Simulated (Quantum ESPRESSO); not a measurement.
```xyz
4
Lattice="2.0112 1.1612 6.7328 -2.0112 1.1612 6.7328 0.0000 -2.3224 6.7328" Properties=species:S:1:pos:R:3 pbc="T T T"
N      0.0000     0.0000    10.0993
F      0.0000     0.0000     0.0000
Ba     0.0000     0.0000    15.3329
Ba     0.0000     0.0000     4.8656
```

The PBEsol cell relaxed from Materials Project entry mp-1018096 was given an isotropic strain of +2 % on all lattice vectors, and the atoms were relaxed again.

### Question
What does PBEsol (Quantum ESPRESSO, PseudoDojo norm-conserving, 84 Ry, scalar-relativistic) give for the electronic structure near the Fermi level?

### Answer
The PBEsol gap is direct, 1.03 eV at F. 

The structure is a Materials Project entry; no match was found in the copy of COD used, and its stability was not checked.
